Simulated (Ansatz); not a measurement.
BIr (CsCl type, space group No. 221) at seven volumes, PBE in the plane-wave PAW code Ansatz, scaled uniformly. One row is withheld.

```csv
V (Å³/atom),P (GPa)
9.316,40.03
9.623,?
9.931,11.16
10.238,0.00
10.545,-9.44
10.852,-17.43
11.159,-24.17
```

Problem. Fit the shown pressures and predict the withheld one.

Solution. Third-order Birch–Murnaghan: P = (3/2)B₀(x^(7/2) − x^(5/2))[1 + (3/4)(B′ − 4)(x − 1)] with x = (V₀/V)^(2/3). Least squares on the six rows gives V₀ = 10.238 Å³/atom, B₀ = 341.6 GPa, B′ = 4.57. At V = 9.623, x = 1.0422 and P = 24.39 GPa. The run itself gave 24.36 GPa.

Space group Pm-3m (CsCl type). The cell is a constructed one: a structure type filled with these elements; neither database checked (COD, Materials Project) lists it. Its standing as an ambient phase is unchecked. The PBE relaxation kept the symmetry of its start; its stability against distortions is not shown here. The run is not spin-polarised. Scalar-relativistic: spin–orbit coupling is off unless named, which matters more the heavier the elements.

Potentials: the earlier of the program's two PAW sets.
